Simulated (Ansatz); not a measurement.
Single point in Ansatz 0.2.0 with RPBE, no spin polarisation. Cutoff 420 eV, PAW datasets, 7×7×2 Γ-centred k mesh, gaussian filling (width 0.0121 eV).

Computed maps in the lattice plane spanned by a (left to right, 3.82 Å, 12 points from zero) and b (bottom to top, 3.82 Å, 12 points from zero), 90° apart, at height 0.231 along c. The fields are smooth PAW ones with compensation charges, not the true ones near nuclei.

Valence density. Digits on a logarithmic scale: 0 up to 0.03 e/Å³, each further digit a factor of 1.6, 9 from 1.3 e/Å³ up:
```
578987568986
789998789998
799999799999
789998789998
578987568986
455655457775
533333578987
532223589998
632123699999
532223589998
533333578987
455655457775
```

ELF. Ten even steps from '0' (0.01) to '9' (0.83):
```
179997114541
299799247674
297279256365
299799247674
179997114541
026762012221
201110279997
610001699799
710001797279
610001699799
201110279997
026762012221
```

Question: The cell is Sr2TiClO3. Which atoms lie within 0.2 Å of this plane, and where (fractions of a and b)?

Answer: O at (0.75, 0.25), O at (0.25, 0.75). The whole cell:
```
CELL_PARAMETERS angstrom
3.82494 0.00000 0.00000
0.00000 3.82494 0.00000
0.00000 0.00000 14.67289
ATOMIC_POSITIONS crystal
Sr 0.25000 0.25000 0.34372
Sr 0.75000 0.75000 0.65628
O 0.75000 0.25000 0.23110
O 0.25000 0.75000 0.23110
O 0.25000 0.75000 0.76890
O 0.75000 0.25000 0.76890
Cl 0.75000 0.75000 0.42640
Cl 0.25000 0.25000 0.57360
O 0.75000 0.75000 0.07340
O 0.25000 0.25000 0.92660
Sr 0.25000 0.25000 0.09083
Sr 0.75000 0.75000 0.90917
Ti 0.75000 0.75000 0.21030
Ti 0.25000 0.25000 0.78970
```

Origin: a known structure type with other elements, at an estimated volume, so it need not be a known compound. Caveats: many states at the Fermi level without spin polarisation, so a magnetic state may lie lower.
